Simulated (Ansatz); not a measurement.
BaTiB2O6:
```
CELL_PARAMETERS angstrom
      2.51929     1.45451     5.47231
     -2.51929     1.45451     5.47231
      0.00000    -2.90902     5.47231
ATOMIC_POSITIONS crystal
  Ba 0.00000 0.00000 0.00000
  Ti 0.50000 0.50000 0.50000
  B  0.23390 0.23390 0.23390
  B  0.76610 0.76610 0.76610
  O  0.34670 0.43646 0.92734
  O  0.65330 0.56354 0.07266
  O  0.92734 0.34670 0.43646
  O  0.07266 0.65330 0.56354
  O  0.43646 0.92734 0.34670
  O  0.56354 0.07266 0.65330
```

Relaxed with r²SCAN.

Task: Give the Bader charges and basin volumes of the independent atoms, plane-wave PAW r²SCAN (Ansatz code).

Result: 

| atom | Bader charge (e) | Bader volume (Å³) |
|---|---|---|
| Ba1 | +1.69 | 23.7 |
| Ti2 | +2.44 | 6.7 |
| B3 | +2.41 | 1.6 |
| O5 | -1.49 | 14.4 |

Space group R-3. The workflow started from a Materials Project entry (that database holds measured and hypothetical structures alike); the Crystallography Open Database files this formula in space group No. 148, but the cells were not matched. Whether it is the stable phase at ambient conditions was not checked. The r²SCAN relaxation kept the symmetry of its start; its stability against distortions is not shown here. The run is not spin-polarised. Scalar-relativistic: spin–orbit coupling is off unless named, which matters more the heavier the elements.

Potentials: the later of the program's two PAW sets.
